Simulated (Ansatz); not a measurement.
## Calculated quadrupolar parameters for Co₂Si under strain

The cell is a COD entry, relaxed with PBE at fixed cell and then changed (z compressed by 4 %).

```cif
data_structure
_symmetry_space_group_name_H-M 'P 1'
_symmetry_Int_Tables_number 1
_cell_length_a 4.9180
_cell_length_b 3.7380
_cell_length_c 6.8246
_cell_angle_alpha 90.000
_cell_angle_beta 90.000
_cell_angle_gamma 90.000
_cell_volume 125.46
loop_
_atom_site_label
_atom_site_type_symbol
_atom_site_fract_x
_atom_site_fract_y
_atom_site_fract_z
_atom_site_occupancy
Co1 Co 0.96469 0.75000 0.21658 1
Co2 Co 0.03531 0.25000 0.78342 1
Co3 Co 0.53531 0.25000 0.71658 1
Co4 Co 0.46469 0.75000 0.28342 1
Co5 Co 0.82665 0.75000 0.56429 1
Co6 Co 0.17335 0.25000 0.43571 1
Co7 Co 0.67335 0.25000 0.06429 1
Co8 Co 0.32665 0.75000 0.93571 1
Si9 Si 0.29535 0.75000 0.60640 1
Si10 Si 0.70465 0.25000 0.39360 1
Si11 Si 0.20465 0.25000 0.10640 1
Si12 Si 0.79535 0.75000 0.89360 1
```

Sites (sets of like atoms) are named by element and the number of their first atom in this list.

The numbers come from a DFT calculation in Ansatz (PBE, plane waves and PAW (field gradients read without the response of the frozen cores, which leaves them typically 4 to 6 % off), scalar-relativistic, collinear spin, 420 eV cutoff, Γ-centred 7×9×5 k-points, Fermi–Dirac smearing 0.05 eV). Start moments as typed (μB): 3 on each Co, none on the rest.

C_Q = eQV_zz/h, which is 24.18 MHz for Q = 1 b and V_zz = 10²¹ V/m²; η = (V_xx − V_yy)/V_zz. ν_Q = 3|C_Q|/[2I(2I − 1)].

⁵⁹Co: I = 7/2, Q = 420.0 mb. Nuclear quadrupole moments: year-2017 set (Pyykkö).

**Question.** Give the quadrupolar parameters of the distinct sites.

**Answer.** 

```tsv
site	atoms (order as listed)	first shell	C_Q (MHz)	η	ν_Q (MHz)
Co1	1, 2, 3, 4	5 Si at 2.33–2.57 Å, 8 Co at 2.47–2.62 Å	7.63	0.15	0.545
Co5	5, 6, 7, 8	5 Si at 2.25–2.63 Å, 8 Co at 2.47–2.68 Å	18.5	0.22	1.32
```

Si has no stable isotope with a ground-state quadrupole moment in the table, so these sites are left out.

The run finds no gap above 0.1 eV (a metal, or nearly one), so the gradients can move by 10 % or more with the k-mesh. The run lost most of its start moments on Co; a state with other moments may lie lower. The magnetic order is the one that the run reached from its start moments, not necessarily the measured one (the real compound may not order at all).
